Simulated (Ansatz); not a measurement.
Calculated coordination and 33S quadrupole coupling for Bi₂S₃ under strain

Cell: an entry of the Crystallography Open Database (COD), relaxed with PBE at fixed cell and then changed (z stretched by 2 %, ions relaxed).

```yaml
crystal:
  lattice:
    - [11.34500, 0.00000, 0.00000]
    - [0.00000, 3.99400, 0.00000]
    - [0.00000, 0.00000, 11.41686]
  atoms:
    - { symbol: Bi, position: [0.48283, 0.25000, 0.32443] }
    - { symbol: Bi, position: [0.01717, 0.75000, 0.82443] }
    - { symbol: Bi, position: [0.98283, 0.25000, 0.17557] }
    - { symbol: Bi, position: [0.51717, 0.75000, 0.67557] }
    - { symbol: Bi, position: [0.34090, 0.75000, 0.03220] }
    - { symbol: Bi, position: [0.15910, 0.25000, 0.53220] }
    - { symbol: Bi, position: [0.84090, 0.75000, 0.46780] }
    - { symbol: Bi, position: [0.65910, 0.25000, 0.96780] }
    - { symbol: S, position: [0.28521, 0.25000, 0.18979] }
    - { symbol: S, position: [0.21479, 0.75000, 0.68979] }
    - { symbol: S, position: [0.78521, 0.25000, 0.31021] }
    - { symbol: S, position: [0.71479, 0.75000, 0.81021] }
    - { symbol: S, position: [0.55070, 0.75000, 0.12803] }
    - { symbol: S, position: [0.94930, 0.25000, 0.62803] }
    - { symbol: S, position: [0.05070, 0.75000, 0.37197] }
    - { symbol: S, position: [0.44930, 0.25000, 0.87197] }
    - { symbol: S, position: [0.37836, 0.75000, 0.44299] }
    - { symbol: S, position: [0.12164, 0.25000, 0.94299] }
    - { symbol: S, position: [0.87836, 0.75000, 0.05701] }
    - { symbol: S, position: [0.62164, 0.25000, 0.55701] }
```

Sites (sets of like atoms) are named by element and the number of their first atom in this list.

Method: Kohn–Sham DFT in Ansatz, PBE, plane waves and PAW, scalar-relativistic, 420 eV cutoff, Γ-centred 3×7×3 k-points, Fermi–Dirac smearing 0.02 eV.

Q(33S) = -69.40 mb.

(1) Order the S environments from the weakest to the strongest quadrupole coupling.
A. S9: 3 Bi at 2.72–2.76 Å
B. S13: 5 Bi at 2.62–3.10 Å
C. S17: 5 Bi at 2.69–3.35 Å

Answers

(1) A (5.15 MHz, η = 0.79), B (7.78 MHz, η = 0.95), C (16.9 MHz, η = 0.18).

Without spin–orbit coupling the gradients at and beside Bi can be off by some per cent, at some sites by more.
